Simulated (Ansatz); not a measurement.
Polymorphs of Sb, each relaxed with r²SCAN (plane waves, PAW; program Ansatz):

A: diamond (Fd-3m)
a = b = c = 6.946 Å, α = β = γ = 90.00°

| atom | site | symmetry | x | y | z |
|---|---|---|---|---|---|
| Sb | 8b | -43m | 0.5000 | 0.5000 | 0.5000 |

B: I4_132
a = 8.010 Å, b = 8.010 Å, c = 8.010 Å, α = 90.00°, β = 90.00°, γ = 90.00°

```tsv
atom	site	symmetry	x	y	z
Sb	8a	.32	0.1250	0.1250	0.1250
```

C: A7 (α-As type) (R-3m)
a = b = 4.343 Å, c = 11.610 Å, α = β = 90.00°, γ = 120.00°

```
atom  site  symmetry       x       y       z
----  ----  --------  ------  ------  ------
Sb      6c        3m  0.0000  0.0000  0.2313
```

Question: Rank these by energy per atom at 0 K (lowest first), as r²SCAN gives it.

Answer: C (+0 meV/atom), A (+386 meV/atom), B (+775 meV/atom)

Typed or built starts, not in the databases checked: A; B. Not the usual ambient phase: A; B. Unstable at this level: A. All cells were relaxed under the symmetry of their starts (and spin orders); stability against distortions was not tested throughout. Scalar-relativistic: spin–orbit coupling is off unless named, which matters more the heavier the elements.

Energies hold the estimated change up to a 700 eV cutoff; steps of a few meV lie near the error of the meshes.

Potentials: the earlier of the program's two PAW sets.
